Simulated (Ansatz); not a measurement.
An Ansatz input:

```yaml
crystal:
  lattice:
    - [4.4210378853, 0.0, 0.0]
    - [-2.2105189426, 3.8287311198, 0.0]
    - [0.0, 0.0, 2.4585473103]
  atoms:
    - { symbol: W, position: [0.0, 0.0, 0.0] }
    - { symbol: W, position: [0.3333333333, 0.6666666667, 0.5] }
    - { symbol: W, position: [0.6666666667, 0.3333333333, 0.5] }
hamiltonian:
  xc: lda
  pseudopotentials:
    kind: paw
    azcp:
      W: "pseudopotentials/W.paw.azcp"
basis:
  ecutwfc: 420
  fft_grid_basis: typed
kpoints:
  mp_grid: { grid: [9, 9, 14], shift: [0, 0, 0] }
magnetization:
  spin_polarized: false
scf:
  occupations: { method: fermi_dirac, width: 0.1 }
  lower_state_search: "off"
output:
  stress: true
```

Output

```
Warning: the record states the generating functional pbe (its physics header spells it `PBE`), which answers neither for hamiltonian.xc's functional nor for the lda family's — results may be inconsistent (PPs are generated against a specific XC)
Engine: ansatz 0.2.0, aarch64-unknown-linux-gnu
Pseudopotentials: kind: paw
Pseudopotential: W, paw, valence charge 14, recommended cutoff 420 eV (normal) 
Functional definition: SPW92
  exchange = slater_x
  correlation = pw_c
Crystal: 3 atoms, lattice volume = 41.616 Å³
Basis set: ecut = 420 eV, 831 PW (Γ)
Bands: 26, of which v1, the nominal top of the filled ones, is band 21 counted from 1 (20 counted from 0)
Symmetry: 24 space group operations
Space group: P6/mmm (ITA 191), of the structure as read, at distance tolerance 3.5e-5 Å
k-points: 96 of 1134
Non-local potential: W, projectors of the file, l = 0: 3, l = 1: 2, l = 2: 2, l = 3: 1
PAW form: soft (Blöchl's): semilocal exchange-correlation on the pseudo side does not see the compensation charge
PAW frozen core: W, regenerated for the run's functional, and the local potential with it (the file was generated under x = pbe(κ = 0.804, μ = 0.2195149727645171), c = pbe(β = 0.06672455060314922))
PAW one-centre angular grid: W, 590 points (default); XC on 64 Gauss nodes
Initial density: superposition of atomic densities (neutral atoms: chi_scale 0, normalization atom), corrected by the library's trained network
Initial wavefunctions: pseudopotential atomic-orbital guess
Functional: x = slater, c = lda
SCF iter   1: F=—  HF=-30387.151391 eV  |F-HF|=—  |Δ(HF+E_count)|=         —  Δρ=1.12e-2  dr2=4.14e-2  ethr=1.77e-3  ⟨swp⟩=5.3  Hψ=10981  notcnv=0
SCF iter   2: F=—  HF=-30387.146055 eV  |F-HF|=—  |Δ(HF+E_count)|=   5.34e-3  Δρ=7.05e-3  dr2=1.94e-2  ethr=9.85e-5  ⟨swp⟩=1.0  Hψ=3265  notcnv=0
SCF iter   3: F=—  HF=-30387.141818 eV  |F-HF|=—  |Δ(HF+E_count)|=   4.24e-3  Δρ=4.39e-4  dr2=3.20e-5  ethr=4.62e-5  ⟨swp⟩=2.0  Hψ=3134  notcnv=0
SCF iter   4: F=—  HF=-30387.141811 eV  |F-HF|=—  |Δ(HF+E_count)|=   6.33e-6  Δρ=9.63e-5  dr2=2.27e-6  ethr=7.62e-8  ⟨swp⟩=2.8  Hψ=4760  notcnv=0
iter 5 did not close the SCF: its close was put off for the readings that it lacked (scf_convergence_deferred on its scf_iter line)
SCF iter   5: F=-30387.141812 eV  HF=-30387.141812 eV  |F-HF|=3.19e-8  |Δ(HF+E_count)|=   2.34e-7  Δρ=1.64e-5  dr2=6.94e-8  ethr=5.41e-9  ⟨swp⟩=2.6  Hψ=4729  notcnv=0
SCF iter   6: F=-30387.141812 eV  HF=-30387.141812 eV  |F-HF|=4.02e-9  |Δ(HF+E_count)|=   7.60e-9  Δρ=4.01e-6  dr2=6.13e-9  ethr=1.65e-10  ⟨swp⟩=2.3  Hψ=8923  notcnv=0
SCF 1 converged in 6 iterations: F = -30387.141812 eV  dr2 = 6.13e-9
SCF converged after 6 iterations
Free energy (F): -30387.141812 eV
Harris-Foulkes:  -30387.141812 eV  (|F-HF|=4.02e-9)
Internal energy: -30387.040395 eV  (E = F + TS)
E sigma→0 (E₀):  -30387.091103 eV
Entropy (-TS):   -0.101416 eV (-33.805 meV/atom)
Fermi energy:    25.689147 eV
--- Per-component energies (eV) ---
  E_band       = -109.903786
  E_kinetic    = 1377.697010
  E_local      = -1564.409230  (includes V_loc(G=0)·N_el)
  E_nonlocal   = 24.923210
  E_hartree    = 586.556855
  E_xc         = -803.314551
  E_vxc        = -727.288450  (∫ρ·V_xc dr)
  E_paw        = -24932.196796  (= ΣΔE_a)
  E_vpaw       = -393.940368  (= ΣTr[D̂ρ^β])
  E_aug_tail   = -0.000196  (compensation charges beyond the density's cutoff)
  E_ewald      = -5077.146156
  E_core_change = 0.849459  (= ΣΔE_core)
  E_smearing   = -0.101416  (= −TS)
  E_closure    = 0.000000  (closes the sum)
  Σ components = -30387.141812   (vs F -30387.141812, Δ=0.00e0)
--- Stress (GPa, compression-positive) ---
       49.711856       0.000000       0.000000
        0.000000      49.711856       0.000000
        0.000000       0.000000      54.233329
  P = ⅓ Tr σ = 51.2190 GPa (512.190 kbar)
```
